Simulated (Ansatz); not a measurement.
A geometry of TiFe away from equilibrium: step 2 of the relaxation of a relaxed TiFe cell, doubled along one cell vector, shaken by Gaussian noise of σ = 0.08 Å a coordinate. Computed with PBEsol (plane waves to 420 eV, PAW, scalar-relativistic; Ansatz, a quantum-chemistry and plane-wave program). Γ-centred k-mesh 8×8×4 on the run's cell (coarser than for final values), Fermi–Dirac smearing 0.05 eV.

```xyz
8
Lattice="4.2533 -0.0097 -0.0023 -0.0097 4.2256 0.0513 -0.0045 0.1009 8.3556" Properties=species:S:1:pos:R:3:forces:R:3 pbc="T T T" free_energy=-27683.130 pressure_GPa=0.4
Ti     0.0666     2.0903    -0.0440    0.0851    0.7452    0.0830
Ti     0.0173     2.2298     4.2623    0.0014   -0.1844   -0.0367
Ti     2.2191    -0.0056     2.2253   -0.1272   -0.2186    0.1390
Ti     2.1546     0.1740     6.2728    0.0130    0.1717   -0.1473
Fe    -0.0267     0.1092     1.1072    0.1635   -0.3469   -0.7380
Fe     0.0669    -0.0381     5.3165   -0.0932   -0.0831   -0.6139
Fe     0.1152     0.1975     3.1068   -0.0082    0.2599    1.3665
Fe    -0.0042     0.1995     7.3849   -0.0344   -0.3438   -0.0526
```

Positions in Å, forces in eV/Å, free energy of the cell in eV (comparable only within this code, potentials and settings). Largest force: 1.39 eV/Å, on Fe7 (atoms numbered as listed); the geometry lies about 1.5 eV/atom above the end of its relaxation.

No spin polarisation in the result. A magnetic state may lie lower.

Of the parent cell (P4₂/mmc (No. 131)): it is a generated cell of TiFe: the first start was made by placing the elements on the sites of a structure type, and the end was not matched to a known phase here, so it may be hypothetical. Known forms of TiFe include space group No. 221.
